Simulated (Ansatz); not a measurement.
Al₃GaAs₄:
Space group P-4m2 (No. 115); a = 4.0141 Å, b = 4.0141 Å, c = 11.3385 Å, α = 90.00°, β = 90.00°, γ = 90.00°

```tsv
atom	site	symmetry	x	y	z
Ga	1a	-4m2	0.0000	0.0000	0.0000
As	2g	2mm.	0.5000	0.0000	0.1252
Al	2f	2mm.	0.5000	0.5000	0.2498
As	2g	2mm.	0.0000	0.5000	0.3748
Al	1d	-4m2	0.0000	0.0000	0.5000
```

Relaxed with r²SCAN. Plane-wave PAW r²SCAN (Ansatz code) gives a gap of 1.79 eV.

Q: What gap does HSE06 give on the same cell (Ansatz, PAW)?

A: 2.07 eV, 0.28 eV more. The hybrid was solved on a coarser mesh and at special points; the gap given is the minimum over both.

| k | v1 r²SCAN | c1 r²SCAN | v1 HSE06 | c1 HSE06 |
|---|---|---|---|---|
| Γ | 0.00 | 1.80 | 0.00 | 2.09 |
| Z | -0.45 | 1.91 | … | … |
| M | -2.35 | 1.79 | -2.48 | 2.07 |
| A | -2.69 | 2.75 | … | … |
| R | -0.89 | 2.71 | … | … |
| X | -0.87 | 1.97 | … | … |

Q: Top valence (v1) and lowest conduction level (c1) in eV from each method's valence maximum (which need not be a listed point): supply the withheld HSE06 values.

A: 
- Z, v1 HSE06: -0.48
- Z, c1 HSE06: 2.23
- R, v1 HSE06: -0.93
- R, c1 HSE06: 3.14
- X, v1 HSE06: -0.91
- X, c1 HSE06: 2.33
- A, v1 HSE06: -2.84
- A, c1 HSE06: 3.06

Cost on shared cores: the r²SCAN run (SCF on a 7×7×3 mesh, then bands and DOS) roughly 11 core-minutes, the HSE06 run (SCF on 4×4×2, then a few points) roughly 10 core-minutes; the tasks are unlike.

The start of the workflow was typed in or built on a structure type; neither database checked (COD, Materials Project) lists it. Its standing as an ambient phase is unchecked. Symmetry was held in the r²SCAN relaxation; whether a distortion lowers the energy is not shown. Spin–orbit coupling is left out wherever it is not named.

Potentials: the earlier of the program's two PAW sets. The files were generated under PBE; for other functionals the program regenerates the frozen cores, and for LDA and PBEsol the local potential too.
